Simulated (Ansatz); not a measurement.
In r²SCAN (plane waves, PAW; program Ansatz), SnMo$_{3}$C in the anti-perovskite structure (Pm-3m) relaxes to a = 4.197 Å. Sn has 12 nearest neighbours from 2.97 Å (cuboctahedral); C has 6 nearest neighbours from 2.10 Å (octahedral). Its formation energy from the elements is 0.16 eV/atom, with no fitted shifts.

Electronic character: metallic (no gap). Gap from r²SCAN with spin–orbit coupling: none (metallic).

An equation-of-state fit gives a bulk modulus of 240 GPa. The relaxed-ion elastic constants in GPa are C11 = 451, C12 = 136, C44 = 75.2. The elastic constants imply a Debye temperature near 446 K. Bader charges are Sn -0.27, Mo +0.63, C -1.62 e.

The start of the workflow was typed in or built on a structure type; neither database checked (COD, Materials Project) lists it. Whether it is the stable phase at ambient conditions was not checked. The r²SCAN relaxation kept the symmetry of its start; whether a distortion lowers the energy is not shown. No spin polarisation was allowed. Its formation energy is positive at this level, so the cell may be metastable or incomplete. As this level gives no gap, shear constants depend on the k-mesh and smearing (Fermi–Dirac, 0.1 eV here). The references are the lowest solids computed at this level, not always the standard phases. Spin–orbit coupling is left out wherever it is not named.

Potentials: the earlier of the program's two PAW sets.
